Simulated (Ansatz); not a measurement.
GaP:
```xyz
4
Lattice="3.8421 0.0000 0.0000 -1.9210 3.3273 0.0000 0.0000 0.0000 6.3370" Properties=species:S:1:pos:R:3 pbc="T T T"
Ga     1.9210     1.1091     3.1692
Ga     0.0000     2.2182     0.0007
P      1.9210     1.1091     5.5378
P      0.0000     2.2182     2.3693
```

Plane-wave PAW r²SCAN (Ansatz code) gives a gap of 1.74 eV without spin–orbit coupling, maximum at Γ, minimum at Γ.

What happens when spin–orbit coupling is switched on?

The gap falls by 0.03 eV, to 1.71 eV; maximum at Γ, minimum at Γ.

Give the electron effective mass with spin–orbit coupling.

0.13, 0.13, 1.1 mₑ (principal values).

Give the hole effective mass with spin–orbit coupling.

0.22, 0.22, 0.88 mₑ (principal values).

Space group P6_3mc (wurtzite). The first step of the workflow began from a Materials Project structure, measured or hypothetical; the Crystallography Open Database copy checked does not list it. It is not the phase usual at ambient conditions (space group No. 216). The cell was relaxed with r²SCAN under the symmetry of its start; its stability against distortions is not shown here.

Potentials: the later of the program's two PAW sets.
